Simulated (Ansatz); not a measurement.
Se:
```xyz
3
Lattice="4.5066 0.0000 0.0000 -2.2533 3.9029 0.0000 0.0000 0.0000 4.9888" Properties=species:S:1:pos:R:3 pbc="T T T"
Se     0.9774     0.0000     4.1574
Se    -0.4887     0.8465     0.8315
Se     1.7646     3.0564     2.4944
```

Relaxed with r²SCAN.

### Question
Which orbitals make up the states near the band edges in r²SCAN in the plane-wave PAW code Ansatz?

### Answer
Top 1 eV of the valence band: Se 4p 96 %. Bottom 1 eV of the conduction band: Se 4p 88 %, Se 4s 7 %, outside the projected shells 5 %. Projections are on Löwdin-orthogonalised atomic valence shells; empty p or d shells of many metals are not among them.

### Question
Tabulate the density of states.

### Answer
States/eV per cell of 3 atoms, in 0.25 eV bins, energy from the valence-band maximum.

| E (eV) | total | Se 4p | Se 4s |
|---|---|---|---|
| -7.87 | 0.00 | 0.00 | 0.00 |
| -7.62 | 0.00 | 0.00 | 0.00 |
| -7.37 | 0.00 | 0.00 | 0.00 |
| -7.12 | 0.00 | 0.00 | 0.00 |
| -6.87 | 0.00 | 0.00 | 0.00 |
| -6.62 | 0.00 | 0.00 | 0.00 |
| -6.37 | 0.00 | 0.00 | 0.00 |
| -6.12 | 0.00 | 0.00 | 0.00 |
| -5.87 | 0.16 | 0.15 | 0.00 |
| -5.62 | 1.49 | 1.45 | 0.02 |
| -5.37 | 1.48 | 1.43 | 0.03 |
| -5.12 | 3.25 | 3.13 | 0.09 |
| -4.87 | 4.22 | 4.02 | 0.17 |
| -4.62 | 2.83 | 2.65 | 0.15 |
| -4.37 | 1.77 | 1.64 | 0.12 |
| -4.12 | 1.58 | 1.45 | 0.12 |
| -3.87 | 1.40 | 1.28 | 0.11 |
| -3.62 | 1.75 | 1.60 | 0.14 |
| -3.37 | 3.45 | 3.16 | 0.25 |
| -3.12 | 0.55 | 0.51 | 0.04 |
| -2.87 | 0.09 | 0.08 | 0.01 |
| -2.62 | 1.04 | 0.96 | 0.07 |
| -2.37 | 1.46 | 1.37 | 0.07 |
| -2.12 | 2.16 | 2.05 | 0.08 |
| -1.87 | 3.07 | 2.89 | 0.13 |
| -1.62 | 3.59 | 3.42 | 0.12 |
| -1.37 | 2.94 | 2.83 | 0.07 |
| -1.12 | 2.11 | 2.05 | 0.03 |
| -0.87 | 2.80 | 2.73 | 0.04 |
| -0.62 | 2.75 | 2.66 | 0.06 |
| -0.37 | 1.38 | 1.31 | 0.05 |
| -0.12 | 0.69 | 0.64 | 0.03 |
| 0.13 | 0.00 | 0.00 | 0.00 |
| 0.38 | 0.00 | 0.00 | 0.00 |
| 0.63 | 0.00 | 0.00 | 0.00 |
| 0.88 | 0.00 | 0.00 | 0.00 |
| 1.13 | 0.00 | 0.00 | 0.00 |
| 1.38 | 0.02 | 0.02 | 0.00 |
| 1.63 | 0.75 | 0.66 | 0.06 |
| 1.88 | 2.98 | 2.61 | 0.22 |
| 2.13 | 3.17 | 2.78 | 0.21 |
| 2.38 | 3.14 | 2.76 | 0.18 |
| 2.63 | 2.69 | 2.41 | 0.11 |
| 2.88 | 3.84 | 3.49 | 0.12 |
| 3.13 | 2.65 | 2.43 | 0.08 |
| 3.38 | 2.24 | 2.06 | 0.06 |
| 3.63 | 1.31 | 1.22 | 0.03 |
| 3.88 | 0.98 | 0.92 | 0.02 |
| 4.13 | 0.22 | 0.21 | 0.01 |
| 4.38 | 0.00 | 0.00 | 0.00 |
| 4.63 | 0.00 | 0.00 | 0.00 |
| 4.88 | 0.00 | 0.00 | 0.00 |
| 5.13 | 0.00 | 0.00 | 0.00 |
| 5.38 | 0.00 | 0.00 | 0.00 |
| 5.63 | 0.00 | 0.00 | 0.00 |
| 5.88 | 0.00 | 0.00 | 0.00 |
| 6.13 | 0.20 | 0.01 | 0.00 |

Space group P3_121 (trigonal Se type). The cell was relaxed with r²SCAN under the symmetry of its start. A crystal of weakly bound chains computed without a dispersion correction: the cell and the soft elastic constants depend strongly on that. Scalar-relativistic: spin–orbit coupling is off unless named, which matters more the heavier the elements.

Potentials: the earlier of the program's two PAW sets.
